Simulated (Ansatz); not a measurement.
Level of theory: DFT PBE, scalar-relativistic, plane waves, PAW, and for the lanthanide a 4f-in-core norm-conserving potential (Ansatz). Settings: cutoff 630 eV, Γ-centred meshes spaced at most about 0.3 Å⁻¹, and about 0.25 Å⁻¹ or finer for metals (2π included), Gaussian smearing. Collinear spin in cells that started with moments and kept them past the coarse steps, no spin elsewhere.

Temperature and zero-point effects are left out.

Two relaxed structures of Dy₃TaF₂:

1. (site moments Dy -0.2, 0.3, -0.3; Ta 1.5 μB)

Space group P-6m2 (No. 187). a = 5.260 Å, b = 5.260 Å, c = 5.983 Å, α = 90.00°, β = 90.00°, γ = 120.00°
```tsv
atom	site	symmetry	x	y	z
Dy	1f	-6m2	0.6667	0.3333	0.5000
Dy	1a	-6m2	0.0000	0.0000	0.0000
Dy	1b	-6m2	0.0000	0.0000	0.5000
Ta	1e	-6m2	0.6667	0.3333	0.0000
F	2h	3m.	0.3333	0.6667	0.2766
```

2. (no spin)

Space group P6/mmm (No. 191). a = 6.648 Å, b = 6.648 Å, c = 6.982 Å, α = 90.00°, β = 90.00°, γ = 120.00°
| atom | site | symmetry | x | y | z |
| --- | --- | --- | --- | --- | --- |
| Dy | 3f | mmm | 0.5000 | 0.0000 | 0.0000 |
| Ta | 1a | 6/mmm | 0.0000 | 0.0000 | 0.0000 |
| F | 2e | 6mm | 0.0000 | 0.0000 | 0.2728 |

Question: Which is lower in energy, and by how much?

Answer: Cell 2 is lower, by 0.54 eV/atom. Cell 1 has space group P-6m2 (No. 187), 23.9 Å³/atom and no gap on its mesh; cell 2 has space group P6/mmm (No. 191), 44.5 Å³/atom and no gap. Counting F atoms around Dy and Ta (those within 1.25 times the shortest such distance or 1.15 times the sum of covalent radii, 1.27 where that leaves under three; the shortest distance is added where it exceeds 1.18 times the sum of covalent radii; a slash parts the counts of unlike sites), cell 1 has Dy 6 from 3.3 Å/6 from 3.5 Å, Ta 6 from 3.5 Å and cell 2 has Dy 4 from 3.8 Å, Ta 2. Their magnetic states differ too. In cell 1, Dy on its first site is surrounded by 2 Ta at 2.99 Å, 3 Dy at 3.04 Å and 6 F at 3.32 Å; around Ta lie 5 Dy at 2.99–3.04 Å and 6 F at 3.46 Å; F has 1 F at 2.67 Å, 1 F at 3.31 Å, 9 Dy at 3.32–3.46 Å and 3 Ta at 3.46 Å; 2 more sites not described. In cell 2, around Dy lie 4 Dy at 3.32 Å, 2 Ta at 3.32 Å and 4 F at 3.83 Å; Ta has 2 F at 1.90 Å and 6 Dy at 3.32 Å; F is surrounded by 1 Ta at 1.90 Å, 1 F at 3.17 Å, 1 F at 3.81 Å and 6 Dy at 3.83 Å. Both come from invented guesses. A third cell relaxed alike, in P6/mmm, lies 0.71 eV/atom below the lower of the two.

Weakly bound directions are ill-defined at this level, which has no dispersion term (P6/mmm), and this can change margins and order among such cells. Spin–orbit coupling, which can matter for Ta, is left out. The magnetic state reached may not be the lowest. Cells relaxed within their symmetry can be saddle points. Some structure types and database cells were kept out of the candidates from the start, so a known form may be missing.

The lanthanide is trivalent by construction, without f bands, f moments or other valences.
